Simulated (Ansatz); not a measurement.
Ru:
```yaml
crystal:
  lattice:
    - [-1.61914, 1.61914, 1.36755]
    - [1.61914, -1.61914, 1.36755]
    - [1.61914, 1.61914, -1.36755]
  atoms:
    - { symbol: Ru, position: [0.00000, 0.00000, 0.00000], spin: 0.6 }
```

Relaxed with PBE. Special points in fractions of this cell's reciprocal vectors: Γ (0.000, 0.000, 0.000); X (0.000, 0.000, 0.500); M (-0.500, 0.500, 0.500); Z (0.428, 0.428, -0.428); Z0 (-0.428, 0.572, 0.428); P (0.250, 0.250, 0.250); N (0.000, 0.500, 0.000).

### Question
List the band energies nearest the Fermi level at these points for PBE in the plane-wave PAW code Ansatz.

### Answer
In eV from the Fermi level; about four levels below and three above (degenerate sets whole), none deeper than 8.9 eV; … stands for higher levels left out; points with the same levels are listed once.

```csv
k,below,above
Γ ↑,-3.67 -1.94 -1.94 -1.51,…
X ↑,-5.84 -3.02 -1.62 -0.57,0.40 …
M ↑,-6.31 -5.92,1.56 1.56 2.07
Z ↑,-6.03 -5.40,0.48 0.48 1.72
P ↑,-4.03 -4.03 -3.08 -0.33,0.80 …
N ↑,-6.04 -4.87 -0.60,1.48 1.86 …
Γ ↓,-3.45 -1.58 -1.58 -1.17,…
X ↓,-5.67 -2.68 -1.31,0.37 0.51 …
M ↓,-5.68 -5.67,1.97 1.97 2.33
Z ↓,-5.38 -5.16,0.84 0.84 1.98
P ↓,-3.76 -3.76 -2.90,0.63 1.19 …
N ↓,-5.72 -4.62,0.24 1.87 1.94
```

Space group I4/mmm (body-centred tetragonal). The start of the workflow was typed in or built on a structure type; neither database checked (COD, Materials Project) lists it. It is not the phase usual at ambient conditions (space group No. 194). The PBE relaxation kept the symmetry of its start; whether a distortion lowers the energy is not shown. Spin order of the final state: ferromagnetic, chosen from 4 collinear starts compared on coarse meshes (ties went to the first, and starts can fall back to one state), not a proven ground state. Spin–orbit coupling is left out wherever it is not named.

Potentials: the later of the program's two PAW sets.
